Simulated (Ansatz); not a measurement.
AlCrSi:
```cif
data_Al2Cr2Si2
_chemical_formula_sum 'Cr2 Al2 Si2'
_space_group_name_H-M_alt 'P 1'
_space_group_IT_number 1
_cell_length_a 3.79114
_cell_length_b 3.79114
_cell_length_c 5.86229
_cell_angle_alpha 90.000
_cell_angle_beta 90.000
_cell_angle_gamma 90.000
loop_
_space_group_symop_operation_xyz
  'x, y, z'
loop_
_atom_site_label
_atom_site_type_symbol
_atom_site_fract_x
_atom_site_fract_y
_atom_site_fract_z
_atom_site_occupancy
Cr1 Cr 0.50000 0.50000 0.00000 1
Cr2 Cr 0.00000 0.00000 0.00000 1
Al1 Al 0.00000 0.50000 0.68850 1
Al2 Al 0.50000 0.00000 0.31150 1
Si1 Si 0.50000 0.00000 0.73753 1
Si2 Si 0.00000 0.50000 0.26247 1
```
The run is spin-polarised; directions of the spins, atom by atom: ↓ ↑ 0 0 0 0.

Relaxed with PBEsol.

Which orbitals make up the states near the Fermi level in plane-wave PAW PBEsol (Ansatz code)?

Within 0.5 eV of the Fermi level: Cr 3d 78 %, Al 3p 8 %, Si 3p 6 %. Projections are on Löwdin-orthogonalised atomic valence shells; empty p or d shells of many metals are not among them.

Tabulate the density of states.

States/eV per cell of 6 atoms, in 0.25 eV bins, energy from the Fermi level.

```csv
E (eV),total,Cr 3d,Si 3p,Al 3p
-7.85,0.00,0.00,0.00,0.00
-7.60,0.01,0.00,0.01,0.00
-7.35,0.39,0.03,0.19,0.02
-7.10,0.77,0.07,0.35,0.05
-6.85,1.14,0.12,0.49,0.09
-6.60,1.68,0.23,0.68,0.14
-6.35,2.16,0.36,0.81,0.21
-6.10,3.07,0.61,1.10,0.43
-5.85,2.28,0.55,0.79,0.24
-5.60,1.75,0.54,0.59,0.14
-5.35,1.69,0.53,0.55,0.17
-5.10,1.59,0.45,0.47,0.24
-4.85,1.69,0.43,0.54,0.36
-4.60,1.91,0.50,0.63,0.43
-4.35,2.16,0.58,0.75,0.49
-4.10,2.48,0.72,0.87,0.55
-3.85,3.49,1.27,1.18,0.74
-3.60,3.61,1.47,1.18,0.68
-3.35,4.09,1.68,1.36,0.74
-3.10,4.03,1.78,1.35,0.61
-2.85,3.72,1.47,1.37,0.60
-2.60,4.12,1.70,1.42,0.71
-2.35,5.49,3.15,1.26,0.72
-2.10,4.62,2.99,0.87,0.51
-1.85,3.39,2.10,0.70,0.40
-1.60,4.84,3.22,0.84,0.51
-1.35,5.00,3.53,0.63,0.47
-1.10,3.68,2.54,0.49,0.31
-0.85,3.86,3.03,0.27,0.29
-0.60,3.64,2.81,0.21,0.35
-0.35,3.50,2.67,0.25,0.28
-0.10,2.39,1.75,0.16,0.28
0.15,5.53,4.24,0.35,0.51
0.40,7.60,6.22,0.42,0.50
0.65,5.57,4.14,0.38,0.60
0.90,3.64,2.55,0.31,0.45
1.15,2.06,1.45,0.18,0.23
1.40,2.72,1.62,0.35,0.44
1.65,2.52,1.36,0.43,0.41
1.90,2.54,1.34,0.50,0.37
2.15,3.66,2.04,0.70,0.40
2.40,3.48,1.53,0.79,0.32
2.65,3.19,0.96,0.52,0.34
2.90,2.62,0.62,0.35,0.39
3.15,4.15,0.83,0.56,0.87
3.40,2.28,0.40,0.30,0.56
3.65,3.14,0.53,0.43,0.81
3.90,4.01,0.68,0.52,0.98
4.15,3.04,0.47,0.44,0.72
4.40,3.05,0.44,0.50,0.75
4.65,3.33,0.44,0.56,0.84
4.90,2.97,0.36,0.55,0.71
```

Space group P4/nmm. The start of the workflow was typed in or built on a structure type; neither database checked (COD, Materials Project) lists it. Its standing as an ambient phase is unchecked. Symmetry was held in the PBEsol relaxation, as lowered by the spin order; whether a distortion lowers the energy is not shown. Spin order of the final state: antiferromagnetic, chosen from 5 collinear starts compared on coarse meshes (ties went to the first, and starts can fall back to one state), not a proven ground state.

Potentials: the earlier of the program's two PAW sets. The files were generated under PBE; for other functionals the program regenerates the frozen cores, and for LDA and PBEsol the local potential too.
